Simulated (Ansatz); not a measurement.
## Property card for CaGe₂O₅

CaGe2O5:
```
CaGe2O5
1.0
    3.23521     4.35549     0.00000
   -3.23521     4.35549     0.00000
   -2.67003     0.00000     6.26901
Ca Ge O
2 4 10
Direct
  0.32989   0.32989   0.75000
  0.67011   0.67011   0.25000
  0.31548   0.31548   0.25000
  0.68452   0.68452   0.75000
  0.00000   0.00000   0.00000
  0.00000   0.00000   0.50000
  0.68967   0.90580   0.89859
  0.31033   0.09420   0.10141
  0.90580   0.68967   0.60141
  0.09420   0.31033   0.39859
  0.24901   0.63339   0.06952
  0.75099   0.36661   0.93048
  0.63339   0.24901   0.43048
  0.36661   0.75099   0.56952
  0.07160   0.07160   0.75000
  0.92840   0.92840   0.25000
```

Space group C2/c (No. 15); conventional cell a = 6.4704 Å, b = 8.7110 Å, c = 6.8139 Å, α = γ = 90.00°, β = 113.07°.

Method: LDA (plane waves, PAW; program Ansatz). Structure relaxed to zero pressure with the same functional. Other levels are named where they apply.

**Cell and energy**

| Item | Result |
|---|---|
| Volume per atom | 11.04 Å³ |
| Density | 4.99 g/cm³ |
| Formation energy from the elements (no fitted shifts) | -2.25 eV/atom |

**Electronic structure**

| Item | Result |
|---|---|
| Band gap | 2.98 eV (smallest direct gap 2.99 eV) |
| Valence-band maximum | off the standard path, at k = (-0.135, 0.125, 0.188) in fractions of the reciprocal vectors |
| Conduction-band minimum | at Γ |
| Electron effective mass | 0.34, 0.34, 0.37 mₑ (principal values) |

**Mechanics**

| Item | Value |
|---|---|
| Bulk modulus (Birch–Murnaghan fit) | 134 GPa |
| Pressure derivative B′ | 4.6 |

The first step of the workflow began from a Materials Project structure, measured or hypothetical; the Crystallography Open Database copy checked does not list it. COD files the formula under space group No. 1, 2. Whether it is the stable phase at ambient conditions was not checked. The LDA relaxation kept the symmetry of its start; whether a distortion lowers the energy is not shown. The references are the lowest solids computed at this level, not always the standard phases (solids in place of the gases). Scalar-relativistic: spin–orbit coupling is off unless named, which matters more the heavier the elements.

Potentials: the later of the program's two PAW sets.
